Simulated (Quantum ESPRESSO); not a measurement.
GaGe$_{6}$N (made-up cell) (calculated)

Calculation on a made-up crystal cell, not a measurement: periodic Kohn-Sham density functional theory in plane waves with PseudoDojo standard norm-conserving scalar-relativistic pseudopotentials, each functional with its own files (v0.5 for PBE, v0.4.1 for LDA and PBEsol), no spin polarisation, no spin-orbit coupling, atoms not relaxed, stress positive in tension, energies less a fixed whole-eV offset for each atom's element; levels are Kohn-Sham levels at fractions of this cell's reciprocal vectors, counted from the reference band (half the neutral cell's valence electrons, rounded up) at Gamma; error bars cover cutoff and k-mesh only, not smearing or the files; added strain carries the atoms with the cell, and shear is the tensor component; each bar is the largest change over components, and at least 0.002 eV, 0.002 eV per angstrom or 0.02 GPa; energies are for the whole cell, and the offsets were chosen from early runs and are not element reference energies. Program: Quantum ESPRESSO 7.5.

GaGe$_{6}$N (made-up cell)

```
CELL_PARAMETERS angstrom
5.73430 0.00000 0.00000
0.00000 5.73430 0.00000
0.00000 0.00000 5.73430
ATOMIC_POSITIONS crystal
Ga 0.99796 0.01132 0.01662
N 0.97886 0.47566 0.50189
Ge 0.48693 0.01725 0.53149
Ge 0.48719 0.49945 0.00310
Ge 0.25048 0.25974 0.26823
Ge 0.23288 0.73587 0.75526
Ge 0.74169 0.23555 0.76689
Ge 0.72450 0.74623 0.24271
```

| Item | Value |
| --- | --- |
| lattice type | zincblende/diamond |
| functional | pbe |
| cutoff | 1143 eV |
| fermi dirac smearing | 0.1 eV |
| scf tolerance | 1e-07 eV |
| electrons removed | 0 |
| k mesh | 6 x 6 x 6, shifted by half a step |
| free energy less offsets | 0.2112 eV |
| smearing term minus ts | -0.08984 eV |
| scf iterations | 11 |
| pressure | -3.601 GPa |
| stress xx | 3.222 GPa |
| stress yy | 3.491 GPa |
| stress zz | 4.092 GPa |
| stress yz | 0.1466 GPa |
| stress xz | -2.717 GPa |
| stress xy | -0.9828 GPa |
| fermi level | 0.005848 eV |
| reference band | 51 |
| error bar energy | 0.003409 eV |
| error bar stress | 0.02 GPa |
| error bar force | 0.005018 eV/Å |
| error bar next band up | 0.002 eV |
| error bar fermi level | 0.002 eV |
| error bars from | tighter rerun of a related cell |

Atoms:
| atoms element | atom site | atom energy offset (eV) |
| --- | --- | --- |
| Ga | 1 | -2080 |
| N | 2 | -283 |
| Ge | 3 | -2430 |
| Ge | 4 | -2430 |
| Ge | 5 | -2430 |
| Ge | 6 | -2430 |
| Ge | 7 | -2430 |
| Ge | 8 | -2430 |

Forces:
| site | x (eV/Å) | y (eV/Å) | z (eV/Å) |
| --- | --- | --- | --- |
| 1 | 0.2452 | -0.5329 | 0.215 |
| 2 | 0.4009 | 0.2765 | 0.06296 |
| 3 | -0.341 | -1.217 | -1.037 |
| 4 | -0.04361 | -0.3614 | -0.2708 |
| 5 | -1.578 | 0.3834 | 0.7481 |
| 6 | -1.27 | -0.2461 | -0.6812 |
| 7 | 1.369 | 1.44 | -0.4007 |
| 8 | 1.218 | 0.2571 | 1.363 |

Levels:
| level k point | next band up (eV) |
| --- | --- |
| Gamma | 0.4643 |
| (1/2,1/2,1/2) | 0.1287 |
| (0.15,0,0) | 0.1547 |
| (0,0.15,0) | 0.2377 |
| (0,0,0.15) | 0.197 |
